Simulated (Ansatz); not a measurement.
**A relaxed cell of Lu3P4 against its rivals**

Atoms and cell were relaxed at zero pressure (-17.7 % in volume from the start). The relaxed cell:

```
P Lu
1.0
    -6.96288    0.00000    2.57418
     0.00000    0.00000    5.14836
     0.00000    7.58471    2.57418
P Lu
8 6
Direct
  0.31362 0.40503 0.82022
  0.68638 0.53887 0.17978
  0.18638 0.96864 0.32022
  0.81362 0.47525 0.67978
  0.78407 0.91596 0.97765
  0.21593 0.67768 0.02235
  0.71593 0.95003 0.47765
  0.28407 0.14361 0.52235
  0.49505 0.15976 0.17333
  0.50495 0.82814 0.82667
  0.00495 0.90481 0.67333
  0.99505 0.58309 0.32667
  0.00000 0.27194 0.00000
  0.50000 0.52194 0.50000
```

Space group Fdd2 (No. 43); conventional cell a = 13.926 Å, b = 15.169 Å, c = 5.148 Å, α = 90.00°, β = 90.00°, γ = 90.00°.

All energies were calculated with Ansatz 0.2.0 (PBE; 420 eV; 4×4×4 Γ-centred mesh; fermi-dirac occupations of width 0.100 eV). Spin: none; no U, no spin-orbit coupling.

Task: What is its formation energy?

Result: -1.087 eV an atom at 0 K against the elements' lowest computed crystals and the free molecules of gases, with no empirical correction.

Task: Does it lie on the convex hull?

Result: Among the phases that we computed and relaxed alike, the lowest mixture with other formulas is 14 % P + 86 % LuP (shares of atoms). The cell lies 267 meV an atom above it, so it would gain by splitting into them.

The start was: a known structure type with other elements put in, at an estimated volume. An invented cell need not be a known compound.

Caveats: differences under 20 meV an atom lie within the error of meshes and cutoff; the relaxation keeps the start's symmetry, so a distorted cell may lie lower; the k mesh is coarse if the cell is a metal.
